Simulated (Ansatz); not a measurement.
Relaxed-ion elastic tensor of LaF in space group P6_3/mmc (No. 194; La on 2c, F on 2d) in GPa (Voigt order), LDA (plane waves, PAW; program Ansatz); density 6.46 g/cm³, 20.30 Å³ per atom.

```tsv
	1	2	3	4	5	6
1	120	94.5	43.4	0.0	0.0	0.0
2	94.5	120	43.4	0.0	0.0	0.0
3	43.4	43.4	133	0.0	0.0	0.0
4	0.0	0.0	0.0	13.5	0.0	0.0
5	0.0	0.0	0.0	0.0	13.5	0.0
6	0.0	0.0	0.0	0.0	0.0	12.8
```

Task: Is the crystal mechanically stable?

Result: Yes: the smallest eigenvalue of C is 12.8 GPa.

Task: Work out the Voigt, Reuss and Hill averages.

Result: K_V = 81.7, K_R = 80.7, K_H = 81.2; G_V = 20.7, G_R = 15.4, G_H = 18.1 GPa.

Task: Give Young's modulus, Poisson's ratio, Pugh's ratio and the universal anisotropy index.

Result: E = 9KG/(3K + G) = 50.5 GPa; ν = 0.40; K/G = 4.50 (ductile by the Pugh limit of 1.75); A_U = 5G_V/G_R + K_V/K_R − 6 = 1.75.

Task: Estimate the sound speeds and the Debye temperature.

Result: v_l = √((K + 4G/3)/ρ) = 4040 m/s, v_t = √(G/ρ) = 1670 m/s, mean 1890 m/s; Θ = (h/k)(3n/4πV)^(1/3) v_m = 207 K.

Task: How much does each axis shrink under pressure?

Result: Linear compressibilities β_i = Σ_j S_ij (j = 1 to 3): x 3.6, y 3.6, z 5.2 per TPa.

The first step of the workflow began from a Materials Project structure, measured or hypothetical; the Crystallography Open Database copy checked does not list it. Whether it is the stable phase at ambient conditions was not checked. The cell was relaxed with LDA under the symmetry of its start; its stability against distortions is not shown here. As this level gives no gap, shear constants depend on the k-mesh and smearing (Fermi–Dirac, 0.1 eV here). Scalar-relativistic: spin–orbit coupling is off unless named, which matters more the heavier the elements.

Potentials: the later of the program's two PAW sets.
